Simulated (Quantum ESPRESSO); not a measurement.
C has the trigonal space group R-3m, hexagonal axes (No. 166), Pearson symbol hR4. Cell: a = 2.4664 Å, b = 2.4664 Å, c = 24.8479 Å, α = 90.00°, β = 90.00°, γ = 120.00°. C1 on 6c sees 3 C at 1.424 Å (trigonal planar). C2 on 6c sees 3 C at 1.424 Å (trigonal planar). (Neighbours: up to the widest gap in distance over summed covalent radii, below 1.35, at either atom.)
(The calculation used a cell of 4 atoms; values per cell refer to that cell.)

The geometry is that of Materials Project entry mp-2516584, symmetrised and not relaxed again.

Problem. What does PBEsol (pw.x of Quantum ESPRESSO, ONCV potentials, without SOC) give for the electronic structure near the Fermi level?

Solution. The PBEsol gap is direct, 0.07 eV at B1. Another valence extremum on the path lies within 0.02 eV, too close to call. 

This is not the ordinary phase of the substance.

The distance between layers or molecules is the database entry's, not relaxed here. Functionals without dispersion can leave it too large, which widens gaps and weakens the response across layers: the numbers belong to this cell.
